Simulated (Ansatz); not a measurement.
Below is a relaxed structure of Ga2As. The cell was found from a structure generator's guess, not taken from experiment.

Computed with Ansatz 0.2.0, DFT PBE, scalar-relativistic, plane waves, PAW. Cutoff 420 eV, Γ-centred mesh, Gaussian smearing, no spin polarisation.

```yaml
crystal:
  lattice:
    - [4.37283, 0.00000, 0.00000]
    - [-2.18641, 3.78698, 0.00000]
    - [0.00000, 0.00000, 4.03272]
  atoms:
    - { symbol: Ga, position: [0.66667, 0.33333, 0.00000] }
    - { symbol: Ga, position: [0.33333, 0.66667, 0.50000] }
    - { symbol: As, position: [0.00000, 0.00000, 0.50000] }
```

Formation energies are uncorrected and refer to the elements' standard structures at the same level.

Q: What space group does it have?

A: P-6m2 (No. 187). Conventional cell: a = 4.373 Å, c = 4.033 Å. Around Ga on its first site lie 6 As at 3.23 Å and 6 Ga at 3.23 Å; around Ga on its second site lie 3 As at 2.52 Å and 6 Ga at 3.23 Å; As has 3 Ga at 2.52 Å and 6 Ga at 3.23 Å.

Q: What is its formation energy per atom?

A: +0.15 eV/atom. The separate elements lie lower, so it is unstable against them.

Q: Is it a metal?

A: Yes, bands cross the Fermi level on the 12×12×12 mesh.

The last run used a 12×12×12 mesh for its 3-atom cell and Gaussian smearing of 0.10 eV. An odd number of electrons in the primitive cell allows no gap without spin; a larger cell or a magnetic state could open one. The cell is a metal run without spin; a magnetic state may lie lower. The reference form of As is held partly by dispersion forces, which this level lacks. A later test with randomly moved atoms led to a structure 172 meV/atom lower, so this end is a saddle point or a shallow minimum.
